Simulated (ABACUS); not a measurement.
Set-up for a self-consistent single point of CuI (Pc, 8 atoms in the cell; from Materials Project mp-22895, changed as shown).

```yaml
crystal:
  lattice:
    - [4.16866, 0.00000, 0.00000]
    - [0.00000, 8.34162, 0.00000]
    - [-4.16422, 0.00000, 5.89551]
  atoms:
    - { symbol: Cu, position: [0.72465, 0.62640, 0.26698] }
    - { symbol: Cu, position: [0.72465, 0.37360, 0.76698] }
    - { symbol: Cu, position: [0.73917, 0.12392, 0.26958] }
    - { symbol: Cu, position: [0.73917, 0.87608, 0.76958] }
    - { symbol: I, position: [0.97567, 0.62483, 0.01707] }
    - { symbol: I, position: [0.97567, 0.37517, 0.51707] }
    - { symbol: I, position: [0.98762, 0.12526, 0.01928] }
    - { symbol: I, position: [0.98762, 0.87474, 0.51928] }
```

Computed with PBE, numerical atomic orbitals DZP (confined pseudo-atomic orbitals with Gaussian additions; energy shift 0.003 Ry), PseudoDojo 0.5 standard norm-conserving PBE (tails mended) pseudopotentials (ABACUS).

ABACUS settings:

| key | value |
|---|---|
| basis | DZP numerical atomic orbitals, energy shift 0.003 Ry |
| KPT | Gamma 8 4 4 0 0 0 |
| basis_type | lcao |
| ecutwfc | 100 Ry |
| smearing_method | fd |
| smearing_sigma | 0.00367493 Ry |
| potentials | PseudoDojo 0.5 standard norm-conserving PBE (tails mended) |
| symmetry | 1 |
| symmetry_prec | 1e-05 |
| ks_solver | genelpa |
| scf_nmax | 100 |
| scf_thr | 1.0e-07 |
| mixing_type | pulay |
| mixing_beta | 0.7 |

Results:

| Property | Result |
|---|---|
| Number of valence electrons | 104 |
| Number of bands | 63 |
| Number of k-points after the program's reduction | 54 |
| Size of the basis | 156 |
| Number of SCF iterations | 10 |
| Free energy E − TS | -22045.6535 eV |
| Top of the valence band (on the code's own zero) | 7.93 eV |
| Gap on the k-point mesh | 1.63 eV |
| Pressure | 6.06 GPa |

Stress (GPa, positive for compression):
```
 6.08   0.00  -0.06
 0.00   6.04   0.00
-0.06   0.00   6.06
```

Gaps are taken between levels on the mesh.

For comparison: a first run was changed to give this one (lattice scaled by 0.98), and from it to this one the free energy goes up by 42.3 meV/atom, the pressure goes from 2.62 to 6.06 GPa and the gap on the mesh goes from 1.447 to 1.628 eV.

Spin-orbit coupling is left out, which matters for bands and gaps with elements this heavy. The atom-centred basis is finite, which shifts total energies, pressures and gaps against plane waves. The structure comes from a collection of computed structures, made at another level of theory; the collection holds predicted forms beside known ones.

Cost on one core: about 50 core-seconds (a rough figure).

The atomic orbitals were generated for these runs; they are not ABACUS's published sets and were checked against plane waves on a few crystals only.

“Tails mended”: in these copies of the files the far tail of each local potential was reset to the Coulomb form.
